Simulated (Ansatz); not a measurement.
CsH (rock salt, Fm-3m), DFT-r²SCAN in the program Ansatz with PAW potentials: ε∞ = 2.86, cell volume 64.95 Å³. Infrared-active transverse modes:

```json
[
 {"ω_TO (cm⁻¹)": "401.8", "oscillator strength S_xx (e²/amu)": "1.234"}
]
```

Compute the static dielectric constant.

Each mode adds (4.921e7/V) S/ω²: 5.79. So ε0 = 8.65.

What LO frequency does the Lyddane–Sachs–Teller relation give?

ω_LO = ω_TO √(ε0/ε∞) = 699 cm⁻¹.

The workflow started from a Materials Project entry (that database holds measured and hypothetical structures alike); the Crystallography Open Database files this formula in space group No. 225, but the cells were not matched. Whether it is the stable phase at ambient conditions was not checked. The cell was relaxed with r²SCAN under the symmetry of its start; phonons on a q-mesh show no instability. Scalar-relativistic: spin–orbit coupling is off unless named, which matters more the heavier the elements.

Potentials: the later of the program's two PAW sets.
